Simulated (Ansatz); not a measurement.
A: Co (hcp, Mg type), a = 2.494 Å, b = 2.494 Å, c = 4.032 Å, α = 90.00°, β = 90.00°, γ = 120.00°
B: Ru (hcp, Mg type), a = b = 2.7222 Å, c = 4.2908 Å, α = β = 90.00°, γ = 120.00°
C: SrTl2 (space group P6_3/mmc), a = 5.2227 Å, b = 5.2227 Å, c = 8.3780 Å, α = 90.00°, β = 90.00°, γ = 120.00°
D: TaSiAs (space group P4/nmm), a = 3.5139 Å, b = 3.5139 Å, c = 7.9248 Å, α = 90.00°, β = 90.00°, γ = 90.00°

Scan: energy over volume and axial ratio (atoms clamped). All come from one method, each on a k mesh of its own. All were relaxed with their symmetry unable to fall. Relaxed Co ends ferromagnetic. Ru is run without spin polarisation. Spin-orbit coupling is left out. TaSiAs is run without spin polarisation. The magnetic order is the one the run started from; other orders were not tried. (This holds for the magnetic or f-shell members.)

Problem. Rank these by modulus against c/a change at fixed volume, (3/4V)·∂²E/∂(ln c/a)² (fitted) (highest first), as PBE (plane waves to 420 eV, PAW, scalar-relativistic; Ansatz, a program for electronic structure) gives it.

Solution. B (223 GPa), A (146 GPa), D (122 GPa), C (18 GPa)

(A scan under strain: stresses follow from slopes of the energy per volume, elastic moduli from its curvatures.)
